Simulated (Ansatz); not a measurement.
Values for one crystal, relaxed and computed with plane-wave PAW PBE (Ansatz code); other levels are named.

```yaml
volume_per_atom: 14.98 Å³
electronic_character: metallic (no gap)
Bulk modulus (Birch–Murnaghan fit): 166 GPa
Formation energy from the elements (no fitted shifts): -0.013 eV/atom
Pressure derivative B′: 6.3
Density of states at the Fermi level: 0.76 states/eV per atom (mean over ±0.08 eV)
```

Task: Which of these materials gives this?
(A) GeMo2N, P6_3/mmc (Ge on 2d, Mo on 4f, N on 2a)
(B) SnMo2N, P6_3/mmc (Sn on 2d, Mo on 4f, N on 2a)
(C) HfN, rock salt
(D) AlCr2C, P6_3/mmc (Al on 2d, Cr on 4f, C on 2a)

Result: B, SnMo2N, P6_3/mmc (Sn on 2d, Mo on 4f, N on 2a)

The start of the workflow was typed in or built on a structure type; neither database checked (COD, Materials Project) lists it. Its standing as an ambient phase is unchecked. The cell was relaxed with PBE under the symmetry of its start; its stability against distortions is not shown here. The workflow began spin-polarised and lost its moments. The references are the lowest solids computed at this level, not always the standard phases (solids in place of the gases). Spin–orbit coupling is left out wherever it is not named.

Potentials: the earlier of the program's two PAW sets.
